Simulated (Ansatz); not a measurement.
Coordination and ²³Na quadrupole coupling in Na₄H₆Ru

Cell: a Materials Project structure (computed, not necessarily an observed phase), taken as it stands.

Space group R-3c:H (No. 167); a = 9.0544, c = 11.2973 Å, γ = 120.00°.

| site | Wyckoff | site symmetry | x | y | z |
| --- | --- | --- | --- | --- | --- |
| Na1 | 6a | 32 | 0.0000 | 0.0000 | 0.2500 |
| Na3 | 18e | .2 | 0.0504 | 0.7170 | 0.5833 |
| H | 36f | 1 | 0.1385 | 0.1711 | 0.4114 |
| Ru | 6b | -3. | 0.0000 | 0.0000 | 0.5000 |

One atom of each set is listed; the run and its k-mesh use a cell of 22 atoms with edges of 6.44, 6.44, 6.44 Å.

The numbers come from a DFT calculation in Ansatz (PBE, plane waves and PAW, scalar-relativistic, 420 eV cutoff, Γ-centred 5×5×5 k-points, Fermi–Dirac smearing 0.05 eV).

Q(²³Na) = 104.0 mb.

(1) Order the Na environments from the weakest to the strongest quadrupole coupling.
A. Na1: 6 H at 2.31 Å
B. Na3: 8 H at 2.38–2.77 Å

Answers

(1) B (6.21 MHz, η = 0.16), A (8.96 MHz, η = 0.00).

An axis of threefold or higher order runs through Na1, so V_zz lies along it and η is zero. Like point charges on the first shell alone (each adding as 1/d³) would give the same order.
